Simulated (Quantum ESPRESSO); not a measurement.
## SiGa2ZnN4 (input and log of a self-consistent run)

Simulated, not a measurement. The program is pw.x of Quantum ESPRESSO 7.5 (plane-wave density functional theory). The cell is made up: 8 atoms on a wurtzite lattice, with randomly drawn elements, strain and displacements, not relaxed. PseudoDojo standard norm-conserving files (v0.5 for PBE, v0.4.1 for LDA and PBEsol) set the functional; there is no spin polarisation, spin-orbit coupling or dispersion term, and the masses in the input are unused placeholders.

Input:

```
&control calculation='scf', pseudo_dir='./dojo.nc.sr.pbe.v0_5.standard.upf', outdir='./o', disk_io='medium', tprnfor=.true., tstress=.true. /
&system ibrav=0, nat=8, ntyp=4, nbnd=41, ecutwfc=105.61755193, nosym=.true., tot_charge=0,
 occupations='smearing', smearing='fd', degauss=0.0018374661
/
&electrons conv_thr=7.350e-09, electron_maxstep=60, /
ATOMIC_SPECIES
Ga 1.0 Ga.upf
N 1.0 N.upf
Si 1.0 Si.upf
Zn 1.0 Zn.upf
CELL_PARAMETERS angstrom
3.1535 0.0519 0.0277
0.0898 5.4722 -0.0172
0.0453 -0.0162 5.1966
ATOMIC_POSITIONS angstrom
Si 0.0081 -0.027 0.0792
Ga 1.7889 2.7494 0.0522
Zn 1.7087 0.9498 2.5696
Ga 0.1334 3.5948 2.6352
N -0.0099 -0.0448 1.911
N 1.6121 2.7001 1.8923
N 1.7195 1.0006 4.7097
N 0.0487 3.7619 4.4928
K_POINTS automatic
8 6 6 1 1 1
```

The log is shortened where brackets say so; the opening notice, blank lines, dates and the lines on written files are dropped, and the path of the files is cut. It prints rydbergs, bohrs and kilobars, and counts compression as positive stress.

```
     Program PWSCF v.7.5
     Parallel version (MPI & OpenMP), running on       1 processor cores
     Number of MPI processes:                 1
     Threads/MPI process:                     1
     [start-up lines left out]
     bravais-lattice index     =            0
     lattice parameter (alat)  =       5.9603  a.u.
     unit-cell volume          =     604.9444 (a.u.)^3
     number of atoms/cell      =            8
     number of atomic types    =            4
     number of electrons       =        70.00
     number of Kohn-Sham states=           41
     kinetic-energy cutoff     =     105.6176  Ry
     charge density cutoff     =     422.4702  Ry
     scf convergence threshold =      7.3E-09
     mixing beta               =       0.7000
     number of iterations used =            8  plain     mixing
     Exchange-correlation= PBE
                           (   1   4   3   4   0   0   0)
     [axes and pseudopotential details left out]
   Cartesian axes
     site n.     atom                  positions (alat units)
         1        Si     tau(   1) = (   0.0025681  -0.0085604   0.0251106  )
         2        Ga     tau(   2) = (   0.5671758   0.8717050   0.0165502  )
         3        Zn     tau(   3) = (   0.5417481   0.3011368   0.8146989  )
         4        Ga     tau(   4) = (   0.0422948   1.1397414   0.8354976  )
         5        N      tau(   5) = (  -0.0031388  -0.0142040   0.6058879  )
         6        N      tau(   6) = (   0.5111208   0.8560743   0.5999590  )
         7        N      tau(   7) = (   0.5451723   0.3172430   1.4932236  )
         8        N      tau(   8) = (   0.0154405   1.1927210   1.4244549  )
     number of k points=   144  Fermi-Dirac smearing, width (Ry)=  0.0018
     Number of k-points >= 100: set verbosity='high' to print them.
     Dense  grid:    88761 G-vectors     FFT dimensions: (  40,  72,  72)
     Estimated max dynamical RAM per process >     118.52 MB
     Initial potential from superposition of free atoms
     starting charge      69.9939, renormalised to      70.0000
     Starting wfcs are   48 randomized atomic wfcs
     total cpu time spent up to now is       41.6 secs
     per-process dynamical memory:    95.1 Mb
     Self-consistent Calculation
     iteration #  1     ecut=   105.62 Ry     beta= 0.70
     Davidson diagonalization with overlap
     ethr =  1.00E-02,  avg # of iterations =  3.0
     total cpu time spent up to now is      150.6 secs
     total energy              =    -814.64943802 Ry
     estimated scf accuracy    <       2.13438978 Ry
     iteration #  2     ecut=   105.62 Ry     beta= 0.70
     Davidson diagonalization with overlap
     ethr =  3.05E-03,  avg # of iterations =  3.4
     total cpu time spent up to now is      257.4 secs
     total energy              =    -815.24692689 Ry
     estimated scf accuracy    <       2.09870382 Ry
     iteration #  3     ecut=   105.62 Ry     beta= 0.70
     Davidson diagonalization with overlap
     ethr =  3.00E-03,  avg # of iterations =  2.0
     total cpu time spent up to now is      337.3 secs
     total energy              =    -815.60700850 Ry
     estimated scf accuracy    <       0.04278597 Ry
     iteration #  4     ecut=   105.62 Ry     beta= 0.70
     Davidson diagonalization with overlap
     ethr =  6.11E-05,  avg # of iterations =  5.9
     total cpu time spent up to now is      461.1 secs
     total energy              =    -815.62629733 Ry
     estimated scf accuracy    <       0.00640835 Ry
     iteration #  5     ecut=   105.62 Ry     beta= 0.70
     Davidson diagonalization with overlap
     ethr =  9.15E-06,  avg # of iterations =  5.2
     total cpu time spent up to now is      572.5 secs
     total energy              =    -815.62656882 Ry
     estimated scf accuracy    <       0.00212282 Ry
     [iterations 6 to 8 left out]
     iteration #  9     ecut=   105.62 Ry     beta= 0.70
     Davidson diagonalization with overlap
     ethr =  4.05E-09,  avg # of iterations =  4.6
     total cpu time spent up to now is     1034.1 secs
     total energy              =    -815.62679355 Ry
     estimated scf accuracy    <       0.00000162 Ry
     iteration # 10     ecut=   105.62 Ry     beta= 0.70
     Davidson diagonalization with overlap
     ethr =  2.32E-09,  avg # of iterations =  2.0
     total cpu time spent up to now is     1119.8 secs
     total energy              =    -815.62679358 Ry
     estimated scf accuracy    <       0.00000029 Ry
     iteration # 11     ecut=   105.62 Ry     beta= 0.70
     Davidson diagonalization with overlap
     ethr =  4.12E-10,  avg # of iterations =  2.3
     total cpu time spent up to now is     1210.3 secs
     total energy              =    -815.62679365 Ry
     estimated scf accuracy    <       0.00000001 Ry
     iteration # 12     ecut=   105.62 Ry     beta= 0.70
     Davidson diagonalization with overlap
     ethr =  2.03E-11,  avg # of iterations =  4.0
     total cpu time spent up to now is     1325.0 secs
     total energy              =    -815.62679365 Ry
     estimated scf accuracy    <       0.00000002 Ry
     iteration # 13     ecut=   105.62 Ry     beta= 0.70
     Davidson diagonalization with overlap
     ethr =  2.03E-11,  avg # of iterations =  2.0
     total cpu time spent up to now is     1413.2 secs
     End of self-consistent calculation
     [lines on levels left out]
!    total energy              =    -815.62679365 Ry
     estimated scf accuracy    <          1.8E-09 Ry
     smearing contrib. (-TS)   =      -0.00000000 Ry
     internal energy E=F+TS    =    -815.62679365 Ry
     The total energy is F=E-TS. E is the sum of the following terms:
     one-electron contribution =    -475.95941051 Ry
     hartree contribution      =     287.45984867 Ry
     xc contribution           =    -156.75552309 Ry
     ewald contribution        =    -470.37170873 Ry
     convergence has been achieved in  13 iterations
     Forces acting on atoms (cartesian axes, Ry/au):
     atom    1 type  3   force =    -0.00138161    0.02969939    0.04752580
     atom    2 type  1   force =    -0.05203617    0.06762779    0.01939467
     atom    3 type  4   force =    -0.06572475   -0.01614030    0.03767480
     atom    4 type  1   force =    -0.03704404    0.02562574   -0.09286609
     atom    5 type  2   force =     0.07483081   -0.06662328   -0.11587854
     atom    6 type  2   force =     0.03854065    0.07319359    0.05335247
     atom    7 type  2   force =    -0.01517236   -0.16611460   -0.02017007
     atom    8 type  2   force =     0.05798748    0.05273167    0.07096696
     Total force =     0.316257     Total SCF correction =     0.000131
     Computing stress (Cartesian axis) and pressure
          total   stress  (Ry/bohr**3)                   (kbar)     P=       36.71
  -0.00000968  -0.00046625  -0.00036957           -1.42      -68.59      -54.37
  -0.00046625   0.00057575   0.00012782          -68.59       84.70       18.80
  -0.00036957   0.00012782   0.00018260          -54.37       18.80       26.86
     init_run     :     37.47s CPU     41.41s WALL (       1 calls)
     electrons    :   1170.71s CPU   1371.68s WALL (       1 calls)
     forces       :     11.00s CPU     11.16s WALL (       1 calls)
     stress       :     47.51s CPU     47.74s WALL (       1 calls)
     [timing details left out]
     PWSCF        :  21m 7.71s CPU  24m38.26s WALL
     JOB DONE.
```

In other units: free energy -11097.168 eV for the cell, pressure 3.67 GPa, largest force component 4.271 eV/Å. This run is the check on a run of the same cell at 1143 eV and a 6 x 4 x 4 mesh: rerunning at 1437 eV and a 8 x 6 x 6 mesh moved values by no more than 0.002 eV in energy, 0.04 GPa in stress and 0.003 eV/Å in force.